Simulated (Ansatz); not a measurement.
input.yaml (Ansatz)

```yaml
crystal:
  lattice:
    - [2.5954900839, 0.0, 0.0]
    - [0.0, 2.5954900839, 0.0]
    - [0.0, 0.0, 2.5954900839]
  atoms:
    - { symbol: Nb, position: [0.0, 0.0, 0.0], spin: 1.0 }
hamiltonian:
  xc: mr2scan
  pseudopotentials:
    kind: paw
    azcp:
      Nb: "pseudopotentials/Nb.paw.azcp"
basis:
  ecutwfc: 500
  fft_grid_basis: typed
kpoints:
  mp_grid: { grid: [19, 19, 19], shift: [0, 0, 0] }
magnetization:
  spin_polarized: true
scf:
  occupations: { method: fermi_dirac, width: 0.05 }
output:
  stress: true
```

Terminal output

```
Engine: ansatz 0.2.0, x86_64-unknown-linux-gnu
Pseudopotentials: kind: paw
Pseudopotential: Nb, paw, valence charge 13, recommended cutoff 500 eV (meta_gga) 
Functional definition: m-r2SCAN
  exchange = m_r2scan_x
  correlation = m_r2scan_c
Crystal: 1 atoms, lattice volume = 17.485 Å³
Basis set: ecut = 500 eV, 461 PW (Γ), exchange–correlation on 80×80×80 points (64 copies of the dense FFT grid, shifted against one another)
Bands: 11, of which v1, the nominal top of the filled ones, is band 7 counted from 1 (6 counted from 0)
Symmetry: 48 space group operations
Space group: Pm-3m (ITA 221), of the structure as read, at distance tolerance 2.6e-5 Å
Magnetic group: BNS 221.92 (UNI 1594), of the structure as read, at distance tolerance 2.6e-5 Å
k-points: 220 of 6859
Non-local potential: Nb, projectors of the file, l = 0: 3, l = 1: 2, l = 2: 2, l = 3: 1
PAW form: soft (Blöchl's): semilocal exchange-correlation on the pseudo side does not see the compensation charge
PAW frozen core: Nb, regenerated for the run's functional (the file was generated under x = pbe(κ = 0.804, μ = 0.2195149727645171), c = pbe(β = 0.06672455060314922))
PAW one-centre angular grid: Nb, 590 points (default); XC on 160 Gauss nodes
Initial density: superposition of atomic densities (chi_scale 0.1, normalization cell)
Starting moments: Σ|m| = 1 μB on 1 of 1 site
Initial wavefunctions: pseudopotential atomic-orbital guess
Functional: x = mr2scan, c = mr2scan; τ floored in thin density (d = 2e-4 eV/Å³)
SCF iter   1: F=—  HF=-4562.536499 eV  |F-HF|=—  |Δ(HF+E_count)|=         —  Δρ=4.66e-2 (↑4.66e-2 ↓2.45e-2)  dr2=7.25e-1  dr2_τ=8.81e-3  dr2_m=5.52e-2  M=0.534 μB ∫|m|=0.534 μB  β_m=0.64  ethr=3.10e-3  ⟨swp⟩=5.4  Hψ=29001  notcnv=0
Mixer restart at iter 1: flushing history
SCF iter   2: F=—  HF=-4562.403877 eV  |F-HF|=—  |Δ(HF+E_count)|=   1.33e-1  Δρ=2.99e-2 (↑2.99e-2 ↓2.06e-2)  dr2=3.80e-1  dr2_τ=2.51e-3  dr2_m=1.23e-2  M=0.461 μB ∫|m|=0.461 μB  β_m=0.30  ethr=3.10e-3  ⟨swp⟩=2.0  Hψ=10086  notcnv=0  defer=62  κ⁻¹=1.0e0(r=1)
SCF iter   3: F=—  HF=-4562.394434 eV  |F-HF|=—  |Δ(HF+E_count)|=   9.44e-3  Δρ=1.16e-2 (↑5.52e-3 ↓1.16e-2)  dr2=2.44e-2  dr2_τ=7.75e-4  dr2_m=2.78e-3  M=0.196 μB ∫|m|=0.196 μB  β_m=1.00  ethr=2.93e-3  ⟨swp⟩=2.5  Hψ=8920  notcnv=0  defer=64  κ⁻¹=4.8e-2(r=2)
SCF iter   4: F=—  HF=-4562.480831 eV  |F-HF|=—  |Δ(HF+E_count)|=         —  Δρ=6.33e-3 (↑5.42e-3 ↓6.33e-3)  dr2=4.26e-3  dr2_τ=4.71e-4  dr2_m=2.87e-3  M=0.009 μB ∫|m|=0.020 μB  β_m=0.32  ethr=1.88e-4  ⟨swp⟩=2.8  Hψ=10419  notcnv=0  defer=71
Mixer restart at iter 4: flushing history
SCF iter   5: F=—  HF=-4562.475397 eV  |F-HF|=—  |Δ(HF+E_count)|=   5.43e-3  Δρ=4.21e-3 (↑3.57e-3 ↓4.21e-3)  dr2=2.13e-3  dr2_τ=6.12e-5  dr2_m=1.08e-3  M=0.016 μB ∫|m|=0.019 μB  β_m=0.67  ethr=3.28e-5  ⟨swp⟩=1.0  Hψ=5098  notcnv=0  defer=70  κ⁻¹=1.0e0(r=1)
SCF iter   6: F=—  HF=-4562.473216 eV  |F-HF|=—  |Δ(HF+E_count)|=   2.18e-3  Δρ=1.43e-3 (↑1.25e-3 ↓1.43e-3)  dr2=2.88e-4  dr2_τ=1.15e-5  dr2_m=9.89e-5  M=0.004 μB ∫|m|=0.007 μB  β_m=0.40  ethr=1.64e-5  ⟨swp⟩=2.1  Hψ=7179  notcnv=0  defer=70  κ⁻¹=1.5e-1(r=2)
SCF iter   7: F=—  HF=-4562.473028 eV  |F-HF|=—  |Δ(HF+E_count)|=   1.89e-4  Δρ=4.41e-4 (↑4.41e-4 ↓3.87e-4)  dr2=2.98e-5  dr2_τ=6.54e-7  dr2_m=9.66e-6  M=0.001 μB ∫|m|=0.002 μB  β_m=0.30  ethr=2.21e-6  ⟨swp⟩=2.5  Hψ=7801  notcnv=0  defer=68  κ⁻¹=2.5e-3(r=3)
SCF iter   8: F=—  HF=-4562.473080 eV  |F-HF|=—  |Δ(HF+E_count)|=   5.20e-5  Δρ=7.22e-5 (↑7.22e-5 ↓4.26e-5)  dr2=7.93e-7  dr2_τ=3.09e-8  dr2_m=1.98e-7  M=-0.000 μB ∫|m|=0.000 μB  β_m=0.46  ethr=2.30e-7  ⟨swp⟩=2.1  Hψ=6659  notcnv=0  defer=68  κ⁻¹=2.4e-4(r=4)
SCF iter   9: F=—  HF=-4562.473081 eV  |F-HF|=—  |Δ(HF+E_count)|=   1.39e-6  Δρ=2.95e-5 (↑2.95e-5 ↓2.85e-5)  dr2=6.29e-8  dr2_τ=3.43e-9  dr2_m=1.13e-7  M=-0.000 μB ∫|m|=0.000 μB  β_m=0.30  ethr=6.10e-9  ⟨swp⟩=2.2  Hψ=6629  notcnv=0  defer=68  κ⁻¹=5.4e-5(r=5)
SCF iter  10: F=—  HF=-4562.473081 eV  |F-HF|=—  |Δ(HF+E_count)|=   4.92e-8  Δρ=1.26e-5 (↑1.26e-5 ↓1.11e-5)  dr2=1.19e-8  dr2_τ=1.29e-9  dr2_m=1.87e-8  M=-0.000 μB ∫|m|=0.000 μB  β_m=0.32  ethr=4.84e-10  ⟨swp⟩=2.0  Hψ=7591  notcnv=0  defer=68  κ⁻¹=2.2e-6(r=6)
SCF iter  11: F=—  HF=-4562.473081 eV  |F-HF|=—  |Δ(HF+E_count)|=   3.67e-9  Δρ=3.16e-6 (↑3.16e-6 ↓1.84e-6)  dr2=1.58e-9  dr2_τ=4.74e-11  dr2_m=6.18e-10  M=0.000 μB ∫|m|=0.000 μB  β_m=0.30  ethr=9.17e-11  ⟨swp⟩=2.0  Hψ=7743  notcnv=0  defer=68  κ⁻¹=4.7e-7(r=7)
SCF iter  12: F=—  HF=-4562.473081 eV  |F-HF|=—  |Δ(HF+E_count)|=   2.30e-9  Δρ=4.71e-7 (↑4.71e-7 ↓4.58e-7)  dr2=1.25e-11  dr2_τ=1.40e-12  dr2_m=2.66e-11  M=-0.000 μB ∫|m|=0.000 μB  β_m=1.00  ethr=1.22e-11  ⟨swp⟩=2.2  Hψ=7554  notcnv=0  defer=68  κ⁻¹=6.2e-9(r=8)
SCF iter  13: F=-4562.473081 eV  HF=-4562.473081 eV  |F-HF|=1.73e-11  |Δ(HF+E_count)|=  1.18e-11  Δρ=1.54e-7 (↑1.32e-7 ↓1.54e-7)  dr2=5.37e-12  dr2_τ=2.56e-13  dr2_m=1.03e-12  M=-0.000 μB ∫|m|=0.000 μB  ethr=1.00e-12  ⟨swp⟩=1.0  Hψ=13699  notcnv=0
SCF 1 converged in 13 iterations: F = -4562.473081 eV  dr2 = 5.37e-12
WARN: the starting moments were not kept: the SCF closed with an absolute magnetisation of 2.2e-6 μB, where they sum to 1 μB in size (1 site). That is at most 0.1 of that sum. Measured as dr2_m measures the in/out step, that magnetisation stands 9.3e-13 eV from none, at or under the dr2_threshold of 1.0e-7 eV: it is no larger than a step whose dr2_m would equal this threshold. The system may hold no moment; this SCF shows only that its start led to no more than that. To try another start: raise the starting moments (crystal.atoms[].spin, magnetization.per_species, magnetization.initial_magnetization, or on a non-collinear deck that types none of these the spinor_matrix: blocks that start its atoms; where the total moment is fixed, keep their sum and leave initial_magnetization as it is; typed ones take the place of any that the run laid by itself, positive ones on a crystal's lanthanoids without a Hubbard term where scf.initial_density.shell_occupations: [] is typed) or, if the notice of its spin-set hold's release reads "site moments contracting" or "site moments show no strong build", lengthen the hold (scf.mixing.spin_hold: { on: { confirm: 4 } }; for m-r²SCAN on two components see the key's manual first). Each may lead to a state that holds a moment. A second SCF, from the converged charge density, with the starting moments and any scf.initial_density.shell_occupations laid on it anew, would have followed, and was not run: the deck does not ask for one (magnetization.retry_lost_moments is false, the default). To let it run, set magnetization.retry_lost_moments: true and run the deck again, where that key's refused combinations let it; where memory then withholds it, that run's warning says so.
this state was not tested for a lower state beside it, because the mixer in use, unlike msr1, does not test its closes by its own steps (another_mixer; see scf.mixing.algorithm and scf.lower_state_search)
SCF converged after 13 iterations
Magnetization: -0.0000 μB (6.5000 up, 6.5000 down)
Absolute magnetization: 0.0000 μB (∫|ρ↑−ρ↓|, with the PAW one-centre terms)
Spin contamination: 0.0000 ħ² per cell (⟨S²⟩ above its minimum at these occupations)
Per-site moments (μB) at R_I (Å): [(-8.382676776599938e-7, 1.0706396596087502)]
Free energy (F): -4562.473081 eV
Harris-Foulkes:  -4562.473081 eV  (|F-HF|=1.73e-11)
Internal energy: -4562.465854 eV  (E = F + TS)
E sigma→0 (E₀):  -4562.469468 eV
Entropy (-TS):   -0.007227 eV (-7.227 meV/atom)
Fermi energy:    18.603483 eV
--- Per-component energies (eV) ---
  E_band       = -71.162908
  E_kinetic    = 399.332783
  E_local      = -723.885376  (includes V_loc(G=0)·N_el)
  E_nonlocal   = 122.379850
  E_hartree    = 232.131873
  E_xc         = -170.694915
  E_vxc        = -238.469534  (∫ρ·V_xc dr)
  E_paw        = -3091.407894  (= ΣΔE_a)
  E_vpaw       = -109.910935  (= ΣTr[D̂ρ^β])
  E_aug_tail   = 0.000004  (compensation charges beyond the density's cutoff)
  E_vtau       = 15.126498  (kinetic-family band-sum trace: ∫τ·v_τ [+ j·A + Jᵃ·Aᵃ] dr)
  E_ewald      = -1330.129750
  E_core_change = -0.192431  (= ΣΔE_core)
  E_smearing   = -0.007227  (= −TS)
  E_closure    = 0.000000  (closes the sum)
  Σ components = -4562.473081   (vs F -4562.473081, Δ=0.00e0)
--- Stress (GPa, compression-positive) ---
       21.365258      -0.000000       0.000000
        0.000000      21.365258       0.000000
       -0.000000       0.000000      21.365258
  P = ⅓ Tr σ = 21.3653 GPa (213.653 kbar)
```
